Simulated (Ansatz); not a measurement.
Here is the system:

ZnSnN$_{2}$:
```
CELL_PARAMETERS angstrom
      1.58376     0.91439     5.15018
     -1.58376     0.91439     5.15018
      0.00000    -1.82877     5.15018
ATOMIC_POSITIONS crystal
  Zn 0.00000 0.00000 0.00000
  Sn 0.50000 0.50000 0.50000
  N  0.75356 0.75356 0.75356
  N  0.24644 0.24644 0.24644
```

This is the r²SCAN-relaxed structure.

Question: All from r²SCAN in the plane-wave PAW code Ansatz, unless another level is named. Predict the band gap.

Answer: 1.19 eV (indirect).

Question: Give the HSE06 gap on the r²SCAN cell.

Answer: 1.89 eV.

Question: What about the electron effective mass?

Answer: 0.14 mₑ (isotropic).

Question: What about the conduction-band minimum?

Answer: at Γ.

Space group R-3m. The start of the workflow was typed in or built on a structure type; neither database checked (COD, Materials Project) lists it. Its standing as an ambient phase is unchecked. Symmetry was held in the r²SCAN relaxation; whether a distortion lowers the energy is not shown. Its formation energy is positive at this level, so the cell may be metastable or incomplete. Scalar-relativistic: spin–orbit coupling is off unless named, which matters more the heavier the elements.

Potentials: the earlier of the program's two PAW sets.
